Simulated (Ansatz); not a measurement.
Here is an unrelaxed guess for Ti3As4.

```cif
data_structure
_symmetry_space_group_name_H-M 'P 1'
_symmetry_Int_Tables_number 1
_cell_length_a 5.2790
_cell_length_b 5.2790
_cell_length_c 5.2790
_cell_angle_alpha 90.000
_cell_angle_beta 90.000
_cell_angle_gamma 90.000
_cell_volume 147.11
loop_
_atom_site_label
_atom_site_type_symbol
_atom_site_fract_x
_atom_site_fract_y
_atom_site_fract_z
_atom_site_occupancy
Ti1 Ti 0.00000 0.00000 0.50000 1
Ti2 Ti 0.50000 0.00000 0.00000 1
Ti3 Ti 0.00000 0.50000 0.00000 1
As1 As 0.72069 0.72069 0.72069 1
As2 As 0.27931 0.27931 0.72069 1
As3 As 0.27931 0.72069 0.27931 1
As4 As 0.72069 0.27931 0.27931 1
```

All numbers below come from DFT PBE, scalar-relativistic, plane waves, PAW in Ansatz. Cutoff 420 eV; k points 4×4×4 on the computed 7-atom cell (Γ-centred); Gaussian smearing, width 0.10 eV; no spin polarisation.

The zero of energy is the elements' standard structures at the same level; no fitted shifts are applied.

Question: How far from equilibrium is it?

Answer: The pressure is 11.7 GPa (it wants to expand), the largest force is 0.66 eV/Å, and the energy is −0.08 eV/atom against the elements. The shortest distance is 2.39 Å.

Question: How much does it gain on relaxing, and where does it end?

Answer: Relaxing gains about 0.11 eV/atom in 8 ionic steps and ends at −0.181 eV/atom on the finer mesh. The symmetry stays P-43m (No. 215). The volume per atom grows by 19.2 %, from 21.0 to 25.1 Å³. The shortest distance goes from 2.39 Å (Ti–As) to 2.48 Å (Ti–As). Conventional cell: a = 5.598 Å. Around Ti lie 4 As at 2.48 Å; As is surrounded by 3 Ti at 2.48 Å.

The last run used a 6×6×6 mesh for its 7-atom cell and Gaussian smearing of 0.02 eV. The reference form of As is held partly by dispersion forces, which this level lacks. The relaxation can't lower the symmetry of the start. A structure relaxed within its symmetry needn't be a true minimum.
